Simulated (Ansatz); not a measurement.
CsPbBr3 (cubic perovskite, Pm-3m) under volume change, the program Ansatz at the r²SCAN level (PAW), scaled uniformly.

```json
[
 {"V (Å³/atom)": "38.030", "E − E(relaxed) (meV/atom)": "26.6", "P (GPa)": "2.48"},
 {"V (Å³/atom)": "39.284", "E − E(relaxed) (meV/atom)": "11.1", "P (GPa)": "1.51"},
 {"V (Å³/atom)": "40.538", "E − E(relaxed) (meV/atom)": "2.6", "P (GPa)": "0.69"},
 {"V (Å³/atom)": "41.791", "E − E(relaxed) (meV/atom)": "0.0", "P (GPa)": "0.00"},
 {"V (Å³/atom)": "43.045", "E − E(relaxed) (meV/atom)": "…", "P (GPa)": "…"},
 {"V (Å³/atom)": "44.299", "E − E(relaxed) (meV/atom)": "8.8", "P (GPa)": "-1.07"},
 {"V (Å³/atom)": "45.552", "E − E(relaxed) (meV/atom)": "…", "P (GPa)": "…"}
]
```

Question: Complete the blanks.

Answer: 
- 43.045, E − E(relaxed) (meV/atom): 2.3
- 43.045, P (GPa): -0.58
- 45.552, E − E(relaxed) (meV/atom): 18.9
- 45.552, P (GPa): -1.48

Question: What does a third-order Birch–Murnaghan fit give for V₀, B₀ and B′?

Answer: V₀ = 41.79 Å³/atom, B₀ = 21.0 GPa, B′ = 4.7.

This is a known high-temperature phase of the composition, computed here at zero pressure and temperature. Symmetry was held in the r²SCAN relaxation; of distortions, only those at the zone centre were tested. Scalar-relativistic: spin–orbit coupling is off unless named, which matters more the heavier the elements.

Potentials: the later of the program's two PAW sets.
